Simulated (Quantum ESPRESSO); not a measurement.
Band energies of TiO₂

```
TiO2
1.0
   -1.89127     1.89127     4.80751
    1.89127    -1.89127     4.80751
    1.89127     1.89127    -4.80751
O Ti
4 2
Cartesian
  0.00000   1.89127   4.39551
  0.00000   0.00000   1.99175
  0.00000   0.00000   7.62327
  0.00000   1.89127   0.41200
  0.00000   0.00000   0.00000
  0.00000   1.89127   2.40376
```

PBEsol (Quantum ESPRESSO, PseudoDojo norm-conserving, 84 Ry, scalar-relativistic); path ΓXYSΓZS1NPY1Z,XP; energies in eV from the valence-band maximum.

```
k (1/Å)  point  band 20  band 21  band 22  band 23  band 24  band 25  band 26  band 27
-------  -----  -------  -------  -------  -------  -------  -------  -------  -------
0.00         Γ    -0.80    -0.80    -0.79    -0.45    -0.45     2.12     2.85     4.04
0.59              -2.00    -1.79    -0.98    -0.60    -0.22     2.96     3.14     3.53
1.17         X    -2.64    -2.06    -2.06    -0.05    -0.05     3.32     3.32     3.80
1.17         Y    -2.75    -1.90    -1.90    -0.09    -0.09     3.29     3.29     3.75
1.64              -1.99    -1.34    -1.00    -0.69    -0.64     3.18     3.24     3.60
1.88         S    -1.87    -1.20    -0.93    -0.88    -0.84     3.24     3.50     3.58
2.26              -1.70    -1.52    -0.98    -0.86    -0.66     3.21     3.41     3.51
2.84         Γ    -0.80    -0.80    -0.79    -0.45    -0.45     2.12     2.85     4.04
3.05              -0.97    -0.97    -0.96    -0.31    -0.31     2.16     2.80     3.91
3.49         Z    -1.37    -1.27    -1.27    -0.11    -0.11     2.47     2.47     3.80
3.66              -1.34    -1.30    -1.08    -0.28    -0.27     2.55     2.71     3.65
4.19        S1    -1.87    -1.20    -0.93    -0.88    -0.84     3.24     3.50     3.58
4.54         N    -1.96    -1.96    -0.94    -0.86    -0.65     3.25     3.56     3.58
4.71              -2.02    -1.53    -1.12    -0.74    -0.60     3.21     3.33     3.66
5.37         P    -2.95    -1.60    -1.60    -0.25    -0.25     3.56     3.56     3.58
5.75        Y1    -2.75    -1.90    -1.90    -0.09    -0.09     3.29     3.29     3.75
5.87              -2.87    -1.69    -1.69    -0.15    -0.15     3.25     3.25     3.67
6.24              -2.03    -1.07    -1.07    -0.52    -0.52     3.07     3.07     3.53
6.62              -1.33    -1.26    -1.26    -0.20    -0.20     2.55     2.55     3.75
6.74         Z    -1.37    -1.27    -1.27    -0.11    -0.11     2.47     2.47     3.80
6.74         X    -2.64    -2.06    -2.06    -0.05    -0.05     3.32     3.32     3.80
7.07         P    -2.95    -1.60    -1.60    -0.25    -0.25     3.56     3.56     3.58
```

The PBEsol gap is indirect, 2.12 eV, from 83 % of the way from Γ to X to Γ; the smallest direct gap is 2.45 eV.

Geometry of the Materials Project entry, not relaxed at this level.
